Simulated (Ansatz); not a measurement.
## Calculated with Ansatz: Na6InSn2, settings compared

The input file (Ansatz 0.2.0, plane waves):

```yaml
crystal:
  lattice:
    - [0.0, 5.560161, 0.0]
    - [5.118461, -2.78008, 0.0]
    - [1.328565, 0.0, -9.37013]
  atoms:
    - { symbol: Sn, position: [0.14474, 0.28948, 0.75097] }
    - { symbol: Sn, position: [0.85526, 0.71052, 0.24903] }
    - { symbol: In, position: [0.0, 0.0, 0.0] }
    - { symbol: Na, position: [0.4703, 0.9406, 0.7247] }
    - { symbol: Na, position: [0.5297, 0.0594, 0.2753] }
    - { symbol: Na, position: [0.2926, 0.5852, 0.0705] }
    - { symbol: Na, position: [0.7074, 0.4148, 0.9295] }
    - { symbol: Na, position: [0.1736, 0.3472, 0.4092] }
    - { symbol: Na, position: [0.8264, 0.6528, 0.5908] }
  symmetry: { tolerance: 0.0003 }
kpoints:
  mp_grid: { grid: [4, 4, 2], shift: [0, 0, 0] }
magnetization:
  spin_polarized: false
scf:
  occupations: { method: fermi_dirac }
hamiltonian:
  pseudopotentials: { kind: paw }
  xc: pbe
basis:
  ecutwfc: 420
output:
  forces: true
  stress: true
  eigenvalues: true
  write_density: true
  write_potential: true
  elf: true
  volumetric_format: npy
```

Run with:

```bash
ansatz run input.yaml --threads 1 --pin off --max-ram 2560MiB --backend cpu --events-out ev --progress --plain --runs-dir out
```

Origin of the cell: a known structure type with other elements, at an estimated volume, so it need not be a known compound.

The smearing width isn't typed, so it takes its default of 0.1 eV.

Output of this run (shortened):

```
SCF iter   1: F=—  HF=-26565.855164 eV  Δρ=1.52e-3  dr2=2.13e-2  defer=1
SCF iter   2: F=—  HF=-26565.851176 eV  Δρ=5.51e-4  dr2=1.47e-3  defer=1
SCF iter   3: F=—  HF=-26565.851203 eV  Δρ=2.76e-4  dr2=5.22e-4  defer=1
SCF iter   4: F=—  HF=-26565.851222 eV  Δρ=1.10e-4  dr2=8.16e-5  defer=1
SCF iter   5: F=—  HF=-26565.851242 eV  Δρ=4.24e-5  dr2=1.41e-5  defer=1
SCF iter   6: F=—  HF=-26565.851242 eV  Δρ=1.70e-5  dr2=1.42e-6  defer=1
SCF iter   7: F=—  HF=-26565.851242 eV  Δρ=8.60e-6  dr2=2.81e-7  defer=1
SCF iter   8: F=-26565.851241 eV  HF=-26565.851242 eV  Δρ=2.32e-6  dr2=4.20e-8
SCF 1 converged in 8 iterations: F = -26565.851241 eV  dr2 = 4.20e-8
SCF converged after 8 iterations
Free energy (F): -26565.851241 eV
Harris-Foulkes:  -26565.851242 eV  (|F-HF|=1.24e-8)
Internal energy: -26565.749307 eV  (E = F + TS)
E sigma→0 (E₀):  -26565.800274 eV
Entropy (-TS):   -0.101935 eV (-11.326 meV/atom)
Fermi energy:    4.950287 eV
--- Per-component energies (eV) ---
  E_band       = -1692.135392
  E_kinetic    = 1341.882100
  E_local      = -12026.042219  (includes V_loc(G=0)·N_el)
  E_nonlocal   = 992.262505
  E_hartree    = 4922.104077
  E_xc         = -1213.852698
  E_vxc        = -591.573658  (∫ρ·V_xc dr)
  E_paw        = -14006.056070  (= ΣΔE_a)
  E_vpaw       = -1252.879070  (= ΣTr[D̂ρ^β])
  E_aug_tail   = -0.000140  (compensation charges beyond the density's cutoff)
  E_ewald      = -6576.046862
  E_smearing   = -0.101935  (= −TS)
  Σ components = -26565.851241   (vs F -26565.851241, Δ=0.00e0)
--- Forces (eV/Å), atoms counted from 1 ---
  atom   1  Sn     0.672649     0.000000     1.352395
  atom   2  Sn    -0.672649    -0.000000    -1.352395
  atom   3  In     0.000000     0.000000     0.000000
  atom   4  Na     0.004453     0.000000     0.030827
  atom   5  Na    -0.004453    -0.000000    -0.030827
  atom   6  Na     0.148522     0.000000    -0.008358
  atom   7  Na    -0.148522    -0.000000     0.008358
  atom   8  Na    -0.004765    -0.000000    -0.043509
  atom   9  Na     0.004765     0.000000     0.043509
  max |Σ_I F_I| component: 6.94e-18 eV/Å
--- Stress (GPa, compression-positive) ---
        1.265441       0.000000       1.638836
        0.000000      -0.155355       0.000000
        1.638835       0.000000       3.947203
  P = ⅓ Tr σ = 1.6858 GPa (16.858 kbar)
```

The same input was run again with these changes:

1. `basis.ecutrho_ratio` default → 4; `crystal.symmetry` { tolerance: 0.0003 } → { detect: false }
2. `scf.occupations.method` fermi_dirac → gaussian; `scf.occupations.width` default → 0.01
3. `scf.mixing.preconditioner` default → none
4. `scf.occupations` { method: fermi_dirac } → default; `scf.max_iter` default → 100

| run | end | SCF iterations | P (GPa) | max force component (eV/Å) | gap on mesh (eV) | moment (μB) | ΔE(σ→0) (meV/atom) |
| --- | --- | --- | --- | --- | --- | --- | --- |
| base | converged | 8 | 1.69 | 1.352 | none | – | 0 |
| 1 | converged | 8 | 1.69 | 1.352 | none | – | 0.00 |
| 2 | converged | 12 | 1.71 | 1.345 | none | – | 0.68 |
| 3 | converged | 7 | 1.69 | 1.352 | none | – | 0.00 |
| 4 | input refused | 0 | – | – | – | – | – |

Energies are compared only where functional, datasets, charge and starting cell are the same.

Caveats of the base run: no moments, though an odd count or open d shells may carry them; the k mesh is coarse if the cell is a metal.

Time of the base run: 17 s on 1 thread of Arm Neoverse V1, on a shared host, peak memory 0.54 GiB, from the program's own first density.
